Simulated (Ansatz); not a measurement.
# Diamond alloy of Si and Ge (60 of 64 Si sites exchanged), 64 atoms

Ansatz, PAW, plane waves. PBEsol relaxation of volume and atoms (shape held) at the single k point (½, ½, ½); single points on the relaxed atoms at the Γ point alone, onto which points of the small cell's zone fold. Arrangement: quasirandom. No spin–orbit coupling unless named.

Relaxed structure:

```cif
data_structure
_symmetry_space_group_name_H-M 'P 1'
_symmetry_Int_Tables_number 1
_cell_length_a 11.3171
_cell_length_b 11.3171
_cell_length_c 11.3171
_cell_angle_alpha 90.000
_cell_angle_beta 90.000
_cell_angle_gamma 90.000
_cell_volume 1449.47
loop_
_atom_site_label
_atom_site_type_symbol
_atom_site_fract_x
_atom_site_fract_y
_atom_site_fract_z
_atom_site_occupancy
Ge1 Ge 0.99798 0.00208 0.99902 1
Ge2 Ge 0.00058 0.00027 0.49819 1
Ge3 Ge 0.00058 0.49999 0.00052 1
Ge4 Ge 0.00014 0.49976 0.49879 1
Ge5 Ge 0.50023 0.00019 0.99922 1
Ge6 Ge 0.50048 0.00011 0.50016 1
Ge7 Ge 0.50045 0.49985 0.99974 1
Ge8 Ge 0.49814 0.49791 0.50164 1
Ge9 Ge 0.12256 0.12707 0.12611 1
Ge10 Ge 0.12510 0.12537 0.62495 1
Ge11 Ge 0.12307 0.62721 0.12658 1
Ge12 Ge 0.12593 0.62402 0.62438 1
Ge13 Ge 0.62609 0.12471 0.12389 1
Ge14 Ge 0.62554 0.12577 0.62507 1
Ge15 Ge 0.62555 0.62464 0.12479 1
Ge16 Ge 0.62472 0.62455 0.62430 1
Ge17 Ge 0.24963 0.25017 0.00055 1
Ge18 Ge 0.25130 0.25206 0.50131 1
Ge19 Ge 0.24925 0.75008 0.99986 1
Ge20 Ge 0.24968 0.74996 0.49919 1
Ge21 Ge 0.75247 0.24801 0.99781 1
Ge22 Ge 0.75087 0.25015 0.49922 1
Ge23 Ge 0.75087 0.75007 0.00062 1
Ge24 Ge 0.75058 0.75013 0.49930 1
Ge25 Ge 0.37492 0.37546 0.12488 1
Ge26 Ge 0.37482 0.87531 0.12458 1
Ge27 Ge 0.37493 0.87502 0.62463 1
Ge28 Ge 0.87723 0.37244 0.12591 1
Ge29 Ge 0.87514 0.37480 0.62522 1
Ge30 Ge 0.87724 0.87365 0.12627 1
Ge31 Ge 0.87533 0.87603 0.62494 1
Ge32 Ge 0.24877 0.00040 0.24968 1
Ge33 Ge 0.25015 0.00026 0.74971 1
Ge34 Ge 0.24885 0.50030 0.24969 1
Ge35 Ge 0.25212 0.49770 0.74771 1
Ge36 Ge 0.75145 0.00013 0.24961 1
Ge37 Ge 0.75201 0.00240 0.75171 1
Ge38 Ge 0.75131 0.49979 0.24973 1
Ge39 Ge 0.75008 0.50028 0.74968 1
Ge40 Ge 0.37504 0.12541 0.37535 1
Ge41 Ge 0.37487 0.12585 0.87443 1
Ge42 Ge 0.37482 0.62415 0.37539 1
Ge43 Ge 0.37508 0.62450 0.87429 1
Ge44 Ge 0.87730 0.12726 0.37256 1
Ge45 Ge 0.87733 0.62714 0.37264 1
Ge46 Ge 0.87515 0.62487 0.87510 1
Ge47 Ge 0.99826 0.24803 0.75182 1
Ge48 Ge 0.00051 0.74974 0.74967 1
Ge49 Ge 0.50061 0.25005 0.24945 1
Ge50 Ge 0.49822 0.25210 0.74759 1
Ge51 Ge 0.50014 0.74971 0.24993 1
Ge52 Ge 0.50062 0.75032 0.74977 1
Ge53 Ge 0.12374 0.37311 0.37320 1
Ge54 Ge 0.12543 0.37462 0.87443 1
Ge55 Ge 0.12339 0.87287 0.37256 1
Ge56 Ge 0.12453 0.87612 0.87494 1
Ge57 Ge 0.62506 0.37528 0.37531 1
Ge58 Ge 0.62537 0.37461 0.87425 1
Ge59 Ge 0.62544 0.87543 0.37471 1
Ge60 Ge 0.62633 0.87553 0.87499 1
Si1 Si 0.37489 0.37499 0.62436 1
Si2 Si 0.87521 0.12478 0.87500 1
Si3 Si 0.00047 0.25006 0.24974 1
Si4 Si 0.00025 0.75039 0.24938 1
```

(1) What are the mean bond lengths by pair (pairs within 1.2 times the sum of covalent radii, less contacts 15 % beyond the pair's median; cation–cation pairs of compounds aside; long ionic contacts are cut short by that bound)?

(2) What gap lies between the top filled and the lowest empty level in the single points?

Results:

(1) Ge–Ge 2.456 ± 0.004 Å (standard deviation, 112 bonds); Ge–Si 2.412 ± 0.002 Å (standard deviation, 16 bonds).

(2) HSE06 0.88 eV (68 s on NVIDIA GB300). An indirect band minimum needn't fold onto Γ of this cell; where it doesn't, these gaps are too wide.
